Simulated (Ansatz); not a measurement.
Input for Ansatz (plane-wave DFT, PAW):

```yaml
crystal:
  lattice:
    - [-2.7836894791, 2.7836894791, 5.3128505106]
    - [2.7836894791, -2.7836894791, 5.3128505106]
    - [2.7836894791, 2.7836894791, -5.3128505106]
  atoms:
    - { symbol: Cd, position: [0.0, 0.0, 0.0] }
    - { symbol: Cu, position: [0.25, 0.75, 0.5] }
    - { symbol: Cu, position: [0.75, 0.25, 0.5] }
    - { symbol: Ge, position: [0.5, 0.5, 0.0] }
    - { symbol: Se, position: [0.4044059655, 0.4044059655, 0.5337091612] }
    - { symbol: Se, position: [0.5955940345, 0.1293031957, 0.0] }
    - { symbol: Se, position: [0.8706968043, 0.8706968043, 0.4662908388] }
    - { symbol: Se, position: [0.1293031957, 0.5955940345, 0.0] }
basis:
  ecutwfc: 420
kpoints:
  mp_grid: { grid: [10, 10, 10] }
hamiltonian:
  xc: pbesol
scf:
  occupations: { method: gaussian, width: 0.1 }
output:
  forces: true
  stress: true
  eigenvalues: true
relax:
  adjacent_minimum: "off"
  f_tol: 0.01
  max_steps: 30
  cell: { stress_tol: 0.1, fix: [volume] }
```

Command:
```bash
ansatz run input.yaml --threads 2 --pin off --max-ram 5120MiB --backend cpu --events-out ev --progress --plain --runs-dir out
```

The calculation used Ansatz, DFT PBEsol, scalar-relativistic, plane waves, PAW.

Abridged output:

```
Pseudopotentials: kind: paw
Pseudopotential: Cd, paw, valence charge 20, recommended cutoff 420 eV (normal)
Pseudopotential: Cu, paw, valence charge 19, recommended cutoff 420 eV (normal)
Pseudopotential: Ge, paw, valence charge 14, recommended cutoff 420 eV (normal)
Pseudopotential: Se, paw, valence charge 16, recommended cutoff 420 eV (normal)
Functional definition: PBEsol
Crystal: 8 atoms, lattice volume = 164.676 Å³
Basis set: ecut = 420 eV, 3209 PW (Γ), exchange–correlation on 90×90×90 points (8 copies of the dense FFT grid, shifted against one another)
Bands: 82, of which v1, the nominal top of the filled ones, is band 68 counted from 1 (67 counted from 0)
Symmetry: 8 space group operations
Space group: I-42m (ITA 121), of the structure as read, at distance tolerance 5.5e-5 Å
k-points: 102 of 1000 (time reversal used)
Initial density: superposition of atomic densities (neutral atoms: chi_scale 0, normalization atom), corrected by the library's trained network
Initial wavefunctions: pseudopotential atomic-orbital guess
Functional: x = pbesol(κ = 0.804, μ = 0.12345679), c = pbesol(β = 0.046)
SCF iter   1: F=—  HF=-47314.099890 eV  |F-HF|=—  |Δ(HF+E_count)|=         —  Δρ=7.91e-3  dr2=6.66e-2  ethr=1.77e-3  ⟨swp⟩=5.1  Hψ=28583  notcnv=0  defer=189
SCF iter   2: F=—  HF=-47314.100058 eV  |F-HF|=—  |Δ(HF+E_count)|=   1.68e-4  Δρ=7.60e-3  dr2=6.48e-2  ethr=4.90e-5  ⟨swp⟩=2.0  Hψ=17232  notcnv=0  defer=800
SCF iter   3: F=—  HF=-47314.085594 eV  |F-HF|=—  |Δ(HF+E_count)|=   1.45e-2  Δρ=1.89e-3  dr2=4.42e-3  ethr=4.76e-5  ⟨swp⟩=2.0  Hψ=14748  notcnv=0  defer=800
SCF iter   4: F=—  HF=-47314.084867 eV  |F-HF|=—  |Δ(HF+E_count)|=   7.27e-4  Δρ=4.36e-4  dr2=4.04e-4  ethr=3.25e-6  ⟨swp⟩=2.0  Hψ=9148  notcnv=0  defer=794
SCF iter   5: F=—  HF=-47314.084875 eV  |F-HF|=—  |Δ(HF+E_count)|=   7.82e-6  Δρ=1.66e-4  dr2=3.58e-5  ethr=2.97e-7  ⟨swp⟩=2.0  Hψ=10702  notcnv=0  defer=794
SCF iter   6: F=—  HF=-47314.084998 eV  |F-HF|=—  |Δ(HF+E_count)|=   1.23e-4  Δρ=4.72e-5  dr2=3.80e-6  ethr=2.63e-8  ⟨swp⟩=2.0  Hψ=11224  notcnv=0  defer=794
SCF iter   7: F=—  HF=-47314.084998 eV  |F-HF|=—  |Δ(HF+E_count)|=   2.10e-8  Δρ=2.38e-5  dr2=7.47e-7  ethr=2.79e-9  ⟨swp⟩=2.0  Hψ=13563  notcnv=0  defer=794
SCF iter   8: F=—  HF=-47314.084998 eV  |F-HF|=—  |Δ(HF+E_count)|=   3.30e-7  Δρ=8.90e-6  dr2=1.23e-7  ethr=5.49e-10  ⟨swp⟩=2.0  Hψ=11224  notcnv=0  defer=794
SCF iter   9: F=-47314.084998 eV  HF=-47314.084998 eV  |F-HF|=8.95e-10  |Δ(HF+E_count)|=   9.83e-9  Δρ=2.09e-6  dr2=5.17e-9  ethr=7.35e-11  ⟨swp⟩=9.3  Hψ=38297  notcnv=0
SCF 1 converged in 9 iterations: F = -47314.084998 eV  dr2 = 5.17e-9
relax step   1: F+E_penalty+E_count = -47314.08499815 eV  Δ(F+E_penalty+E_count) = +0.000e0 eV  max|allowed force component| = 1.739e-2 eV/Å  Δτ_max = 0.0000 Å  P = +7.857 GPa  Ω = 164.676 Å³  fix = [volume]  reactions: volume +7.857 GPa (9 SCF iters, dr2 threshold 1.00e-7 eV, accepted)
Initial density: handed on by an earlier stage of this run
Initial wavefunctions: those handed on with the density
SCF iter   1: F=—  HF=-47314.085246 eV  |F-HF|=—  |Δ(HF+E_count)|=         —  Δρ=1.65e-4  dr2=2.75e-5  ethr=2.71e-8  ⟨swp⟩=3.0  Hψ=38163  notcnv=0
SCF iter   2: F=—  HF=-47314.085248 eV  |F-HF|=—  |Δ(HF+E_count)|=   2.26e-6  Δρ=9.83e-5  dr2=9.74e-6  ethr=2.02e-8  ⟨swp⟩=2.0  Hψ=10058  notcnv=0
SCF iter   3: F=—  HF=-47314.085349 eV  |F-HF|=—  |Δ(HF+E_count)|=   1.01e-4  Δρ=1.04e-4  dr2=1.09e-5  ethr=7.16e-9  ⟨swp⟩=2.0  Hψ=15301  notcnv=0
SCF iter   4: F=—  HF=-47314.085348 eV  |F-HF|=—  |Δ(HF+E_count)|=   1.72e-6  Δρ=1.58e-5  dr2=4.17e-7  ethr=7.16e-9  ⟨swp⟩=2.0  Hψ=10142  notcnv=0
SCF iter   5: F=—  HF=-47314.085348 eV  |F-HF|=—  |Δ(HF+E_count)|=   6.07e-8  Δρ=2.99e-6  dr2=2.05e-8  ethr=3.07e-10  ⟨swp⟩=2.0  Hψ=11495  notcnv=0
SCF iter   6: F=-47314.085348 eV  HF=-47314.085348 eV  |F-HF|=2.18e-11  |Δ(HF+E_count)|=   1.45e-9  Δρ=1.31e-6  dr2=4.75e-9  ethr=1.39e-11  ⟨swp⟩=4.6  Hψ=28941  notcnv=0
SCF 2 converged in 6 iterations: F = -47314.085348 eV  dr2 = 4.75e-9
relax step   2: F+E_penalty+E_count = -47314.08534777 eV  Δ(F+E_penalty+E_count) = -3.496e-4 eV  max|allowed force component| = 8.321e-3 eV/Å  Δτ_max = 0.0021 Å  P = +7.842 GPa  Ω = 164.676 Å³  energy of the carried Pulay correction = -1.986e-17 eV  fix = [volume]  reactions: volume +7.842 GPa (6 SCF iters, dr2 threshold 1.89e-8 eV, accepted)
Initial wavefunctions: pseudopotential atomic-orbital guess (no wavefunctions were taken with the density)
SCF iter   1: F=—  HF=-47314.085223 eV  |F-HF|=—  |Δ(HF+E_count)|=         —  Δρ=5.10e-5  dr2=9.39e-8  ethr=1.73e-7  ⟨swp⟩=3.0  Hψ=48149  notcnv=0
SCF iter   2: F=—  HF=-47314.085342 eV  |F-HF|=—  |Δ(HF+E_count)|=   1.20e-4  Δρ=2.58e-5  dr2=2.51e-8  ethr=6.91e-11  ⟨swp⟩=2.3  Hψ=15346  notcnv=0
SCF iter   3: F=—  HF=-47314.085349 eV  |F-HF|=—  |Δ(HF+E_count)|=   7.17e-6  Δρ=1.98e-6  dr2=2.84e-9  ethr=1.84e-11  ⟨swp⟩=2.2  Hψ=13795  notcnv=0
SCF iter   4: F=—  HF=-47314.085349 eV  |F-HF|=—  |Δ(HF+E_count)|=   1.68e-8  Δρ=1.13e-6  dr2=1.45e-9  ethr=2.09e-12  ⟨swp⟩=2.0  Hψ=15301  notcnv=0
SCF iter   5: F=-47314.085349 eV  HF=-47314.085349 eV  |F-HF|=4.58e-10  |Δ(HF+E_count)|=  7.20e-10  Δρ=3.39e-7  dr2=1.99e-10  ethr=1.00e-12  ⟨swp⟩=3.4  Hψ=31208  notcnv=0
SCF 3 converged in 5 iterations: F = -47314.085349 eV  dr2 = 1.99e-10
SCF converged after 5 iterations
Free energy (F): -47314.085349 eV
Harris-Foulkes:  -47314.085349 eV  (|F-HF|=4.58e-10)
Internal energy: -47314.085118 eV  (E = F + TS)
E sigma→0 (E₀):  -47314.085234 eV
Entropy (-TS):   -0.000231 eV (-0.029 meV/atom)
Fermi energy:    10.708519 eV
--- Per-component energies (eV) ---
  E_band       = -2970.620771
  E_kinetic    = 1702.145957
  E_local      = -26037.952168  (includes V_loc(G=0)·N_el)
  E_nonlocal   = -1116.243638
  E_hartree    = 12147.062559
  E_xc         = -845.412823
  E_vxc        = -913.872137  (∫ρ·V_xc dr)
  E_paw        = -16727.523584  (= ΣΔE_a)
  E_vpaw       = -898.822656  (= ΣTr[D̂ρ^β])
  E_aug_tail   = -0.001541  (compensation charges beyond the density's cutoff)
  E_ewald      = -16441.865983
  E_core_change = 5.706102  (= ΣΔE_core)
  E_smearing   = -0.000231  (= −TS)
--- Forces (eV/Å), atoms counted from 1 ---
  atom   1  Cd     0.00000000     0.00000000     0.00000000
  atom   2  Cu     0.00000000     0.00000000     0.00000000
  atom   3  Cu     0.00000000     0.00000000     0.00000000
  atom   4  Ge     0.00000000     0.00000000     0.00000000
  atom   5  Se    -0.00009232    -0.00009232     0.00831837
  atom   6  Se    -0.00009232     0.00009232    -0.00831837
  atom   7  Se     0.00009232     0.00009232     0.00831837
  atom   8  Se     0.00009232    -0.00009232    -0.00831837
--- Stress (GPa, compression-positive) ---
        7.868703       0.000000       0.000000
        0.000000       7.868703       0.000000
        0.000000       0.000000       7.788192
  P = ⅓ Tr σ = 7.8419 GPa (78.419 kbar)
--- Band table (eV; the first three rows and the last of 102) ---
  k-point 0: bands = ["-101.4005", "-101.4004", "-92.1208", "-58.9768", "-58.9768", "-58.9767", "-58.9767", "-58.8928", "-58.8928", "-53.2497", "-53.2079", "-53.2079", "-37.6926", "-37.6924", "-37.6921", "-37.6921", "-37.6628", "-37.6628", "-37.6623", "-37.6623", "-37.6430", "-37.6429", "-37.6429", "-37.6429", "-37.5533", "-37.5531", "-37.5528", "-37.5528", "-37.5527", "-37.5525", "-37.5525", "-37.5525", "-15.0272", "-15.0272", "-15.0141", "-14.9897", "-14.9815", "-4.7462", "-3.0624", "-3.0624", "-3.0324", "1.1320", "1.6976", "1.7321", "1.7321", "1.7663", "1.9520", "4.7294", "4.9092", "5.0033", "5.5427", "5.5427", "6.1624", "6.5232", "6.5232", "6.6715", "7.4877", "7.4877", "7.9591", "8.0734" ...
  k-point 1: bands = ["-101.4005", "-101.4005", "-92.1208", "-58.9768", "-58.9768", "-58.9767", "-58.9767", "-58.8928", "-58.8928", "-53.2497", "-53.2079", "-53.2079", "-37.6926", "-37.6924", "-37.6922", "-37.6921", "-37.6628", "-37.6628", "-37.6623", "-37.6623", "-37.6430", "-37.6430", "-37.6429", "-37.6429", "-37.5533", "-37.5531", "-37.5529", "-37.5528", "-37.5527", "-37.5525", "-37.5525", "-37.5525", "-15.0273", "-15.0272", "-15.0141", "-14.9897", "-14.9815", "-4.6982", "-3.1149", "-3.0912", "-3.0291", "1.1336", "1.6818", "1.7253", "1.7279", "1.7733", "1.9984", "4.6821", "4.8448", "5.0067", "5.6111", "5.6848", "6.1815", "6.4631", "6.5435", "6.7143", "7.1770", "7.4134", "8.0040", "8.0476" ...
  k-point 2: bands = ["-101.4005", "-101.4005", "-92.1208", "-58.9768", "-58.9768", "-58.9768", "-58.9767", "-58.8928", "-58.8928", "-53.2497", "-53.2079", "-53.2079", "-37.6925", "-37.6924", "-37.6922", "-37.6922", "-37.6628", "-37.6628", "-37.6624", "-37.6624", "-37.6430", "-37.6430", "-37.6429", "-37.6428", "-37.5532", "-37.5531", "-37.5530", "-37.5529", "-37.5527", "-37.5525", "-37.5525", "-37.5525", "-15.0273", "-15.0273", "-15.0141", "-14.9897", "-14.9815", "-4.5634", "-3.2230", "-3.1646", "-3.0533", "1.1536", "1.6721", "1.7220", "1.7301", "1.7866", "2.0296", "4.5426", "4.5647", "5.3418", "5.5808", "5.9653", "6.2420", "6.2470", "6.5704", "6.7322", "7.0246", "7.2911", "7.9925", "8.0341" ...
  k-point 101: bands = ["-101.4005", "-101.4005", "-92.1208", "-58.9769", "-58.9769", "-58.9767", "-58.9767", "-58.8928", "-58.8928", "-53.2497", "-53.2079", "-53.2079", "-37.6930", "-37.6921", "-37.6921", "-37.6921", "-37.6630", "-37.6627", "-37.6623", "-37.6623", "-37.6432", "-37.6429", "-37.6429", "-37.6428", "-37.5533", "-37.5532", "-37.5528", "-37.5528", "-37.5528", "-37.5525", "-37.5525", "-37.5524", "-15.0272", "-15.0272", "-15.0141", "-14.9896", "-14.9815", "-4.1708", "-3.8668", "-3.0756", "-3.0756", "1.4207", "1.5920", "1.6881", "1.6881", "1.7352", "1.9847", "4.7280", "4.7842", "5.4735", "5.8594", "5.8594", "6.5368", "6.5519", "6.5519", "6.8915", "7.5985", "7.8386", "7.8386", "7.959 ...
--- Relaxed structure (2 steps of the walk, 2 accepted, 1 SCFs on fresh bases) ---
  F+E_penalty+E_count = -47314.08534935 eV   max|allowed force component| = 8.318e-3 eV/Å   (the final SCF, on the basis selected at the relaxed cell)
  cell:  # Å, volume = 164.6756 Å³
    - [-2.78628372, 2.78628372, 5.30296178]
    - [2.78628372, -2.78628372, 5.30296178]
    - [2.78628372, 2.78628372, -5.30296178]
  atoms:
    - { symbol: Cd, position: [0.0, 0.0, 0.0] }
    - { symbol: Cu, position: [0.24999999, 0.75000000, 0.50000000] }
    - { symbol: Cu, position: [0.75000000, 0.24999999, 0.50000000] }
    - { symbol: Ge, position: [0.5, 0.5, 0.0] }
    - { symbol: Se, position: [0.40425275, 0.40425275, 0.53323370] }
    - { symbol: Se, position: [0.59574724, 0.12898095, 0.0] }
    - { symbol: Se, position: [0.87101904, 0.87101904, 0.46676629] }
    - { symbol: Se, position: [0.12898095, 0.59574724, 0.0] }
```

The relaxation met its thresholds.

It took 110 s on 2 threads of Intel(R) Xeon(R) 6975P-C (Granite Rapids), on a shared host, peak memory 1.3 GiB.